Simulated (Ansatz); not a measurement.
# Kick test of a cell of CdCu3Mo

The cell was found from a structure generator's guess, not taken from experiment.

Computed with Ansatz, DFT PBE, scalar-relativistic, plane waves, PAW. Cutoff 420 eV; k points 12×12×4 on the computed 5-atom cell (Γ-centred); Gaussian smearing, width 0.10 eV; no spin polarisation.

The cell below (5 atoms, space group P4mm (No. 99)) is relaxed within its symmetry.

```
CELL_PARAMETERS angstrom
2.65793 0.00000 0.00000
0.00000 2.65793 0.00000
0.00000 0.00000 10.70887
ATOMIC_POSITIONS crystal
Cd 0.50000 0.50000 0.30434
Cu 0.00000 0.00000 0.50634
Cu 0.00000 0.00000 0.73062
Cu 0.00000 0.00000 0.10095
Mo 0.50000 0.50000 0.91585
```

For the test it was strained at random (σ = 1.5 % a component), the atoms were moved at random (σ = 0.05 Å), and all was relaxed again on a coarse 8×8×2 mesh (in the run’s order of axes) with 0.20 eV smearing, with no symmetry imposed.

Question: Is the structure stable against such a distortion?

Answer: It doesn't return. The energy falls by 147 meV/atom on that mesh, the volume changes by -4.7 %, and the end has space group I4mm (No. 107) at a loose tolerance. Relaxed again on a 12×12×12 mesh with 0.10 eV smearing, the new structure lies 141 meV/atom below the first (mesh in the axes of the run's cell; the cell below is made exact in the group named). Space group I4mm (No. 107), tetragonal, a = 2.743 Å, c = 19.127 Å. Cd is surrounded by 4 Cd at 2.74 Å and 8 Cu at 2.84 Å; Cu on its first site is surrounded by 4 Cu at 2.53 Å, 4 Cu at 2.74 Å and 4 Cd at 2.84 Å; Cu on its second site has 4 Cu at 2.53 Å, 4 Mo at 2.70 Å and 4 Cu at 2.74 Å; around Mo lie 8 Cu at 2.70–2.72 Å and 4 Mo at 2.74 Å; 1 more site not described.

Space group I4mm (No. 107). a = 2.743 Å, b = 2.743 Å, c = 19.127 Å, α = 90.00°, β = 90.00°, γ = 90.00°
```json
{"atom": "Cd", "site": "2a", "symmetry": "4mm", "x": "0.0000", "y": "0.0000", "z": "0.3969"}
{"atom": "Cu", "site": "2a", "symmetry": "4mm", "x": "0.5000", "y": "0.5000", "z": "0.2882"}
{"atom": "Cu", "site": "2a", "symmetry": "4mm", "x": "0.0000", "y": "0.0000", "z": "0.2031"}
{"atom": "Cu", "site": "2a", "symmetry": "4mm", "x": "0.0000", "y": "0.0000", "z": "0.0057"}
{"atom": "Mo", "site": "2a", "symmetry": "4mm", "x": "0.5000", "y": "0.5000", "z": "0.1051"}
```
